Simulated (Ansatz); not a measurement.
A trial cell of Nb₂Ga₃C₃, before relaxation:

```cif
data_structure
_symmetry_space_group_name_H-M 'P 1'
_symmetry_Int_Tables_number 1
_cell_length_a 5.0921
_cell_length_b 5.0921
_cell_length_c 5.0921
_cell_angle_alpha 90.000
_cell_angle_beta 90.000
_cell_angle_gamma 90.000
_cell_volume 132.04
loop_
_atom_site_label
_atom_site_type_symbol
_atom_site_fract_x
_atom_site_fract_y
_atom_site_fract_z
_atom_site_occupancy
Nb1 Nb 0.50000 0.50000 0.50000 1
Nb2 Nb 0.00000 0.00000 0.00000 1
Ga1 Ga 0.00000 0.50000 0.50000 1
Ga2 Ga 0.50000 0.00000 0.50000 1
Ga3 Ga 0.50000 0.50000 0.00000 1
C1 C 0.50000 0.00000 0.00000 1
C2 C 0.00000 0.50000 0.00000 1
C3 C 0.00000 0.00000 0.50000 1
```

These are results of Ansatz 0.2.0, DFT PBE, scalar-relativistic, plane waves, PAW, not measurements. Cutoff 420 eV, Gaussian smearing, Γ-centred meshes. Cell and atoms relax first on a coarse mesh and then on a finer one. In between, the cell is made exact in the group found at 0.06 Å. In metals the finer mesh still leaves noise of several meV/atom or more. The steps can't lower the symmetry of their start. No spin polarisation in the relaxation; trial moments died out in a coarse test.

A guess keeps its type if space group and coordination stay and the shape of the cell changes little (axis ratios within about 15 %, angles within 6°); the volume may change.

**Question.** Will the relaxed cell still be of the starting type?

**Answer.** It keeps its type: symmetry leaves only the cell edge free. The symmetry stays Pm-3m (No. 221). The volume per atom shrinks by 12.6 %, from 16.5 to 14.4 Å³. The shortest distance goes from 2.55 Å (Ga–C, Nb–C and Nb–Ga) to 2.43 Å (Ga–C, Nb–C and Nb–Ga). Counting neighbours within 15 % of an atom's shortest distance, the start has C 6, Ga 6, Nb 6 and the end C 6, Ga 6, Nb 6.

Formation energies are uncorrected and refer to the elements' standard structures at the same level.

**Question.** At what energy does it end?

**Answer.** +1.47 eV/atom. The separate elements lie lower, so it is unstable against them.

The last run used an 8×8×8 mesh for its 8-atom cell and Gaussian smearing of 0.10 eV. The reference form of C is held partly by dispersion forces, which this level lacks. Symmetry constrained the relaxation, so the result can be a saddle point.
